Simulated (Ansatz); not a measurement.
HfO₂:
```yaml
crystal:
  lattice:
    - [0.00000, 2.54904, 2.54904]
    - [2.54904, 0.00000, 2.54904]
    - [2.54904, 2.54904, 0.00000]
  atoms:
    - { symbol: Hf, position: [0.00000, 0.00000, 0.00000] }
    - { symbol: O, position: [0.75000, 0.75000, 0.75000] }
    - { symbol: O, position: [0.25000, 0.25000, 0.25000] }
```

PBE in the plane-wave PAW code Ansatz gives a gap of 3.75 eV without spin–orbit coupling, maximum at X, minimum at X.

Question: What happens when spin–orbit coupling is switched on?

Answer: The gap is nearly the same, to 3.75 eV; maximum at X, minimum at X.

Question: Give the electron effective mass with spin–orbit coupling.

Answer: 0.75, 0.75, 1.2 mₑ (principal values).

Question: Give the hole effective mass with spin–orbit coupling.

Answer: 0.29, 3.1, 3.1 mₑ (principal values).

Space group Fm-3m (fluorite). This is a known high-temperature phase of the composition, computed here at zero pressure and temperature. The cell was relaxed with PBE under the symmetry of its start; its stability against distortions is not shown here. No spin polarisation was allowed.

Potentials: the earlier of the program's two PAW sets.
